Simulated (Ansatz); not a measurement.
PbI2:
```yaml
crystal:
  lattice:
    - [4.46395, 0.00000, 0.00000]
    - [-2.23198, 3.86589, 0.00000]
    - [0.00000, 0.00000, 13.65014]
  atoms:
    - { symbol: Pb, position: [0.66667, 0.33333, 0.49999] }
    - { symbol: Pb, position: [0.33333, 0.66667, 0.99999] }
    - { symbol: I, position: [0.66667, 0.33333, 0.86331] }
    - { symbol: I, position: [0.33333, 0.66667, 0.36331] }
    - { symbol: I, position: [0.00000, 0.00000, 0.13670] }
    - { symbol: I, position: [0.00000, 0.00000, 0.63670] }
```

Relaxed with LDA.

Give the Bader charges and basin volumes of the independent atoms, LDA in the plane-wave PAW code Ansatz.



```tsv
atom	Bader charge (e)	Bader volume (Å³)
Pb1	+0.84	26.5
I3	-0.42	45.5
I5	-0.42	45.6
```

Space group P6_3mc. The first step of the workflow began from a Materials Project structure, measured or hypothetical; the Crystallography Open Database files this formula in space group No. 186, but the cells were not matched. It is not the phase usual at ambient conditions (space group No. 164). Symmetry was held in the LDA relaxation; its stability against distortions is not shown here. A crystal of weakly bound layers computed without a dispersion correction: the cell and the soft elastic constants depend strongly on that. Scalar-relativistic: spin–orbit coupling is off unless named, which matters more the heavier the elements.

Potentials: the later of the program's two PAW sets.
